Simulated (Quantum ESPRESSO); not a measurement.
# Hf2NbF3O5: input and log of a self-consistent run

A calculation, not a measurement. The program is pw.x of Quantum ESPRESSO 7.5 (plane-wave density functional theory). The cell is made up: 11 atoms on a fluorite lattice with one site empty, with randomly drawn elements, strain and displacements, not relaxed. PseudoDojo standard norm-conserving files (v0.5 for PBE, v0.4.1 for LDA and PBEsol) set the functional; there is no spin polarisation, spin-orbit coupling or dispersion term, and the masses in the input are unused placeholders.

The hafnium pseudopotential is less sure than the others, with forces about 3 percent (worst 6) and pressure in oxides about 1.5 GPa (worst 2.7) from a second method in checks, which no rerun with the same files tests.

Input:

```
&control calculation='scf', pseudo_dir='./dojo.nc.sr.pbe.v0_5.standard.upf', outdir='./o', disk_io='medium', tprnfor=.true., tstress=.true. /
&system ibrav=0, nat=11, ntyp=4, nbnd=50, ecutwfc=84.00895049, nosym=.true., tot_charge=0,
 occupations='smearing', smearing='fd', degauss=0.0018374661
/
&electrons conv_thr=7.350e-09, electron_maxstep=60, /
ATOMIC_SPECIES
F 1.0 F.upf
Hf 1.0 Hf.upf
Nb 1.0 Nb.upf
O 1.0 O.upf
CELL_PARAMETERS angstrom
5.0439 0.0763 -0.0281
0.0763 5.1886 -0.0659
-0.0281 -0.0659 5.2043
ATOMIC_POSITIONS angstrom
Hf 0.0161 -0.0375 -0.0789
Hf 0.0677 2.5613 2.6387
Nb 2.6223 2.6822 -0.0338
F 1.3058 1.2766 1.3996
O 1.3609 1.475 3.8633
O 1.4887 3.8438 1.206
F 1.4108 3.8773 3.7076
O 3.7494 1.4268 1.217
O 3.8502 1.287 3.7506
O 3.8402 4.0075 1.3236
F 3.8778 3.852 3.7613
K_POINTS automatic
4 4 4 1 1 1
```

The log is shortened where brackets say so; the opening notice, blank lines, dates and the lines on written files are dropped, and the path of the files is cut. It prints rydbergs, bohrs and kilobars, and counts compression as positive stress. With no partly filled state, the Fermi energy that it prints is only some level between the filled and the empty states on the mesh, and need not lie in the true gap.

```
     Program PWSCF v.7.5
     Parallel version (MPI & OpenMP), running on       1 processor cores
     Number of MPI processes:                 1
     Threads/MPI process:                     1
     [start-up lines left out]
     bravais-lattice index     =            0
     lattice parameter (alat)  =       9.5328  a.u.
     unit-cell volume          =     918.7491 (a.u.)^3
     number of atoms/cell      =           11
     number of atomic types    =            4
     number of electrons       =        88.00
     number of Kohn-Sham states=           50
     kinetic-energy cutoff     =      84.0090  Ry
     charge density cutoff     =     336.0358  Ry
     scf convergence threshold =      7.3E-09
     mixing beta               =       0.7000
     number of iterations used =            8  plain     mixing
     Exchange-correlation= PBE
                           (   1   4   3   4   0   0   0)
     [axes and pseudopotential details left out]
   Cartesian axes
     site n.     atom                  positions (alat units)
         1        Hf     tau(   1) = (   0.0031916  -0.0074338  -0.0156406  )
         2        Hf     tau(   2) = (   0.0134204   0.5077355   0.5230788  )
         3        Nb     tau(   3) = (   0.5198278   0.5317020  -0.0067003  )
         4        F      tau(   4) = (   0.2588533   0.2530649   0.2774476  )
         5        O      tau(   5) = (   0.2697760   0.2923945   0.7658356  )
         6        O      tau(   6) = (   0.2951103   0.7619700   0.2390696  )
         7        F      tau(   7) = (   0.2796679   0.7686109   0.7349706  )
         8        O      tau(   8) = (   0.7432568   0.2828396   0.2412502  )
         9        O      tau(   9) = (   0.7632387   0.2551266   0.7434947  )
        10        O      tau(  10) = (   0.7612564   0.7944209   0.2623819  )
        11        F      tau(  11) = (   0.7687100   0.7635955   0.7456158  )
     number of k points=    32  Fermi-Dirac smearing, width (Ry)=  0.0018
                       cart. coord. in units 2pi/alat
        k(    1) = (   0.1238690   0.1212751   0.1233676), wk =   0.0625000
        k(    2) = (   0.1251730   0.1243343   0.3657397), wk =   0.0625000
     [further k points left out]
     Dense  grid:    95561 G-vectors     FFT dimensions: (  60,  60,  60)
     Estimated max dynamical RAM per process >     157.52 MB
     Initial potential from superposition of free atoms
     starting charge      87.9939, renormalised to      88.0000
     Starting wfcs are   62 randomized atomic wfcs
     total cpu time spent up to now is       20.4 secs
     per-process dynamical memory:    95.1 Mb
     Self-consistent Calculation
     iteration #  1     ecut=    84.01 Ry     beta= 0.70
     Davidson diagonalization with overlap
     ethr =  1.00E-02,  avg # of iterations =  2.0
     total cpu time spent up to now is       50.6 secs
     total energy              =    -661.40076185 Ry
     estimated scf accuracy    <       5.52024449 Ry
     iteration #  2     ecut=    84.01 Ry     beta= 0.70
     Davidson diagonalization with overlap
     ethr =  6.27E-03,  avg # of iterations =  6.2
     total cpu time spent up to now is      110.1 secs
     total energy              =    -657.49700110 Ry
     estimated scf accuracy    <      47.90203689 Ry
     iteration #  3     ecut=    84.01 Ry     beta= 0.70
     Davidson diagonalization with overlap
     ethr =  6.27E-03,  avg # of iterations =  6.1
     total cpu time spent up to now is      152.2 secs
     total energy              =    -664.41688529 Ry
     estimated scf accuracy    <       1.49634866 Ry
     iteration #  4     ecut=    84.01 Ry     beta= 0.70
     Davidson diagonalization with overlap
     ethr =  1.70E-03,  avg # of iterations =  2.1
     total cpu time spent up to now is      181.5 secs
     total energy              =    -664.42128081 Ry
     estimated scf accuracy    <       0.66298027 Ry
     iteration #  5     ecut=    84.01 Ry     beta= 0.70
     Davidson diagonalization with overlap
     ethr =  7.53E-04,  avg # of iterations =  1.6
     total cpu time spent up to now is      208.0 secs
     total energy              =    -664.35734535 Ry
     estimated scf accuracy    <       0.30023444 Ry
     [iterations 6 to 14 left out]
     iteration # 15     ecut=    84.01 Ry     beta= 0.70
     Davidson diagonalization with overlap
     ethr =  4.89E-09,  avg # of iterations =  2.0
     total cpu time spent up to now is      531.3 secs
     total energy              =    -664.41201290 Ry
     estimated scf accuracy    <       0.00000057 Ry
     iteration # 16     ecut=    84.01 Ry     beta= 0.70
     Davidson diagonalization with overlap
     ethr =  6.45E-10,  avg # of iterations =  4.4
     total cpu time spent up to now is      570.0 secs
     total energy              =    -664.41201304 Ry
     estimated scf accuracy    <       0.00000007 Ry
     iteration # 17     ecut=    84.01 Ry     beta= 0.70
     Davidson diagonalization with overlap
     ethr =  8.01E-11,  avg # of iterations =  3.1
     total cpu time spent up to now is      605.7 secs
     total energy              =    -664.41201305 Ry
     estimated scf accuracy    <       0.00000001 Ry
     iteration # 18     ecut=    84.01 Ry     beta= 0.70
     Davidson diagonalization with overlap
     ethr =  1.44E-11,  avg # of iterations =  4.7
     total cpu time spent up to now is      642.2 secs
     total energy              =    -664.41201305 Ry
     estimated scf accuracy    <       0.00000001 Ry
     iteration # 19     ecut=    84.01 Ry     beta= 0.70
     Davidson diagonalization with overlap
     ethr =  1.28E-11,  avg # of iterations =  2.0
     total cpu time spent up to now is      670.4 secs
     End of self-consistent calculation
          k = 0.1239 0.1213 0.1234 ( 11952 PWs)   bands (ev):
   -54.0890 -53.2023 -47.6282 -23.8098 -23.5463 -23.4512 -22.8176 -22.5669
   -22.3800 -22.1289 -21.8314 -21.6521 -16.0760 -15.4092 -14.2339  -8.3679
    -7.8100  -7.6402  -7.1019  -6.6997   0.8033   1.2641   1.8694   2.0269
     2.3714   3.1578   3.2981   3.6409   3.7474   4.0766   4.8770   5.2026
     5.6697   6.0004   6.3511   6.4874   6.6347   7.1718   7.4172   7.5295
     8.1570   8.4944   8.8279   9.1810  10.3705  10.5243  11.2689  11.8356
    12.1678  12.8299
     [levels at the other k points left out]
     the Fermi energy is     9.7785 ev
!    total energy              =    -664.41201305 Ry
     estimated scf accuracy    <          2.8E-09 Ry
     smearing contrib. (-TS)   =      -0.00000000 Ry
     internal energy E=F+TS    =    -664.41201305 Ry
     The total energy is F=E-TS. E is the sum of the following terms:
     one-electron contribution =    -191.16799066 Ry
     hartree contribution      =     141.75422036 Ry
     xc contribution           =    -157.53371795 Ry
     ewald contribution        =    -457.46452480 Ry
     convergence has been achieved in  19 iterations
     Forces acting on atoms (cartesian axes, Ry/au):
     atom    1 type  2   force =    -0.06867321    0.09818191    0.09427991
     atom    2 type  2   force =    -0.05161897   -0.09972421   -0.10689663
     atom    3 type  3   force =     0.04922478   -0.10281089    0.14936959
     atom    4 type  1   force =    -0.03371501   -0.00243223   -0.05306092
     atom    5 type  4   force =    -0.00333175    0.03101685    0.11667574
     atom    6 type  4   force =    -0.04434821   -0.06682475   -0.12806000
     atom    7 type  1   force =    -0.03098059    0.05085949    0.02879821
     atom    8 type  4   force =     0.01963539    0.06128499   -0.10801798
     atom    9 type  4   force =     0.06821232    0.03111257    0.06488024
     atom   10 type  4   force =     0.09623214   -0.01766472   -0.12274656
     atom   11 type  1   force =    -0.00063689    0.01700098    0.06477839
     Total force =     0.427904     Total SCF correction =     0.000107
     Computing stress (Cartesian axis) and pressure
          total   stress  (Ry/bohr**3)                   (kbar)     P=     -146.80
  -0.00061745   0.00014299  -0.00019241          -90.83       21.04      -28.30
   0.00014299  -0.00095924   0.00037414           21.04     -141.11       55.04
  -0.00019241   0.00037414  -0.00141713          -28.30       55.04     -208.47
     init_run     :     16.82s CPU     19.73s WALL (       1 calls)
     electrons    :    615.40s CPU    649.99s WALL (       1 calls)
     forces       :      6.38s CPU      6.47s WALL (       1 calls)
     stress       :     23.62s CPU     24.59s WALL (       1 calls)
     [timing details left out]
     PWSCF        :  11m 2.49s CPU  11m41.98s WALL
     JOB DONE.
```

In other units: free energy -9039.786 eV for the cell, pressure -14.68 GPa, largest force component 3.840 eV/Å. A rerun of this cell at a cutoff of 1467 eV and k mesh 6 x 6 x 6 moved values by no more than 0.002 eV in energy, 0.04 GPa in stress and 0.005 eV/Å in force.